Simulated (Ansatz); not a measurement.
Level of theory: DFT PBE, scalar-relativistic, plane waves, PAW (Ansatz). All cells share a 420 eV cutoff and Γ-centred k meshes spaced about 0.3 Å⁻¹ or finer (0.25 for metals, 2π included). No spin polarisation.

Relaxed forms of KC:

Cell 1.

Space group R3m:H (No. 160). a = 5.736 Å, b = 5.736 Å, c = 25.695 Å, α = 90.00°, β = 90.00°, γ = 120.00°
```csv
atom,site,symmetry,x,y,z
K,3a,3m,0.0000,0.0000,0.1736
K,3a,3m,0.6667,0.3333,0.0011
K,3a,3m,0.3333,0.6667,0.0687
C,9b,.m,0.9168,0.0832,0.0554
```

Cell 2.

Space group P4/mmm (No. 123). a = 4.037 Å, b = 4.037 Å, c = 6.185 Å, α = 90.00°, β = 90.00°, γ = 90.00°
```json
{"atom": "K", "site": "1d", "symmetry": "4/mmm", "x": "0.5000", "y": "0.5000", "z": "0.5000"}
{"atom": "K", "site": "1c", "symmetry": "4/mmm", "x": "0.5000", "y": "0.5000", "z": "0.0000"}
{"atom": "C", "site": "2g", "symmetry": "4mm", "x": "0.0000", "y": "0.0000", "z": "0.6025"}
```

Cell 3.

Space group Immm (No. 71). a = 4.799 Å, b = 6.060 Å, c = 7.372 Å, α = 90.00°, β = 90.00°, γ = 90.00°
```tsv
atom	site	symmetry	x	y	z
K	4i	mm2	0.0000	0.0000	0.2512
C	4h	m2m	0.0000	0.6045	0.5000
```

Question: How do gap and energy differ between these forms?

Answer: Gaps on the mesh: 3.29 eV for cell 3, 2.49 eV for cell 2, none for cell 1. Lowest in energy is cell 3; cell 2 lies 288 meV/atom higher and cell 1 lies 466 meV/atom higher. The lowest form also has the widest gap. Counting C atoms around K (those within 1.25 times the shortest such distance or 1.15 times the sum of covalent radii; a plus sign parts nearer from farther groups; the shortest distance is added where it is long for a bond; a slash parts the counts of unlike sites): cell 1 (R3m, 40.7 Å³/atom) has K 3/6 and C–C units of three or more atoms (shortest 1.43 Å); cell 2 (P4/mmm, 25.2 Å³/atom) has K 8/8+8 from 3.8 Å and C–C pairs (shortest 1.27 Å); cell 3 (Immm, 26.8 Å³/atom) has K 6 and C–C pairs (shortest 1.27 Å).

Gaps are read on each cell's k mesh and can be smaller between its points; Kohn–Sham gaps at this level usually fall short of measured ones, and a small gap can close altogether. Even the lowest cell shown lies +0.24 eV/atom against the elements' standard structures at this level. Weakly bound directions are ill-defined at this level, which has no dispersion term (R3m), and this can change margins and order among such cells. In R3m an odd number of electrons in the primitive cell allows no gap without spin; a larger cell or a magnetic state could open one. Trial moments fell under 0.15 μB along the way in R3m; another start might hold them. With atoms moved at random, cell 3 came back. Cell 1 and cell 2 had no clear such test and can be saddle points. Some candidate types were left out of the draw beforehand, so a known form may be missing.
